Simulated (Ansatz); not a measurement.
Data:

ZnInGaO$_{4}$ (InGaZnO4 type, space group R3m)

```
ZnInGaO4
1.0
    1.65738     0.95689     8.58370
   -1.65738     0.95689     8.58370
    0.00000    -1.91377     8.58370
In Ga Zn O
1 1 1 4
Direct
  0.99705   0.99705   0.99705
  0.21287   0.21287   0.21287
  0.78131   0.78131   0.78131
  0.13627   0.13627   0.13627
  0.87883   0.87883   0.87883
  0.28876   0.28876   0.28876
  0.70491   0.70491   0.70491
```

Equation-of-state scan: isotropic scaling of the cell above, V₀ being its volume. The atoms relax within the cell's symmetry.

Method: PBEsol (plane waves to 420 eV, PAW, scalar-relativistic; Ansatz, a first-principles code). k mesh 12×12×12 (Γ-centred), Fermi-Dirac smearing 0.05 eV. Energies are smeared free energies. Stress and pressure are positive under compression. With the shape held, the modulus is that of even scaling; a crystal free to change shape is softer. ZnInGaO4 was relaxed with its symmetry unable to fall. ΔE is measured from the relaxed starting cell.

The scan covers V/V₀ from 0.900 to 1.100 in 9 points.

### Question
What is the fitted pressure derivative B₀′?

### Answer
4.5.

### Question
What bulk modulus at fixed cell shape B₀ follows from a third-order Birch-Murnaghan fit?

### Answer
171 GPa.

(A scan under strain: stresses follow from slopes of the energy per volume, elastic moduli from its curvatures.)
